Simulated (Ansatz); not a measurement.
**Sn₃Te: relaxed-ion elastic tensor**

Theory: Ansatz, DFT PBE, scalar-relativistic, plane waves, PAW. Cutoff 420 eV, 10×10×10 k-points (Γ-centred), Fermi-Dirac smearing of 0.15 eV. No spin polarisation.

The cell, relaxed at this level:
```
Sn Te
1.0
    -3.13016    3.13016    3.13016
     3.13016   -3.13016    3.13016
     3.13016    3.13016   -3.13016
Sn Te
3 1
Direct
  0.00000 0.50000 0.50000
  0.50000 0.00000 0.50000
  0.50000 0.50000 0.00000
  0.00000 0.00000 0.00000
```

The cell was found from a structure generator's guess, not taken from experiment. In a metal, frequencies and elastic constants depend on the k mesh and the smearing, soft modes and shear constants most. Spin–orbit coupling is left out, which matters for heavy elements.

(1) Give the relaxed-ion elastic constants (GPa, Voigt order xx yy zz yz xz xy, on the Cartesian axes of the cell above).

(2) Is the crystal stable against homogeneous strain?

## Answers

(1)
```
116.5   6.3   6.3   0.0   0.0   0.0
  6.3 116.5   6.3   0.0   0.0   0.0
  6.3   6.3 116.5   0.0   0.0   0.0
  0.0   0.0   0.0  12.6   0.0   0.0
  0.0   0.0   0.0   0.0  12.6   0.0
  0.0   0.0   0.0   0.0   0.0  12.6
```

(2) Too close to call: the least eigenvalue is 12.6 GPa, within what the k mesh leaves open in a metal.
